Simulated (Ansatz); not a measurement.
# All-electron card of Ba$_{2}$BiSb$_{2}$

```
CELL_PARAMETERS angstrom
-2.40130 3.84390 4.95000
2.40130 -3.84390 4.95000
2.40130 3.84390 -4.95000
ATOMIC_POSITIONS crystal
Ba 0.72021 0.22021 0.50000
Ba 0.27979 0.77979 0.50000
Sb 0.70160 0.50000 0.20160
Sb 0.29840 0.50000 0.79840
Bi 0.00000 0.00000 0.00000
```

Atom numbers follow the list: Ba1, Ba2, Sb3, Sb4, Bi5.

Structure: COD 4311687, as refined from experiment and not relaxed.

No spin–orbit coupling, which matters for the heavy atoms here.

All numbers are computed: DFT, PBE, all-electron LAPW, scalar-relativistic (Ansatz 0.2.0); DFT, PBE, PAW with Ansatz's default frozen-core files, scalar-relativistic (Ansatz 0.2.0).

For LAPW: a Γ-centred 5×7×7 k mesh, Fermi–Dirac smearing of 0.08 eV, basis error target 1 meV/atom, no spin polarisation; this mesh doesn't keep the crystal's whole symmetry, which leaves small spurious terms. PAW takes a cutoff of 420 eV at this cell. The Ansatz runs share mesh, smearing and spin set-up. Values come from LAPW unless marked.

```json
{"Pressure at this cell": "9.7 kbar", "Band gap": "none: with an odd electron count and no spin polarisation the bands can't all be full, a metal in this set-up (spin order or a larger cell could open a gap)", "Stress xx, yy, zz (compression positive)": "0.81, 0.34, 1.75 GPa", "Largest force": "0.057 eV/Å on Sb3", "Density of states at the Fermi level (0.2 eV bin)": "2.45 states/eV per cell", "Löwdin charges (with 0.80 e of the cell spilling out of the atomic basis, so their sizes and signs hang on that basis)": "Ba1 1.62, Sb3 -0.93, Bi5 -0.57 e", "Bader charges (from the PAW run)": "Ba1 +1.19, Sb3 -0.98, Bi5 -0.42 e", "Volume per atom": "36.55 Å³"}
```
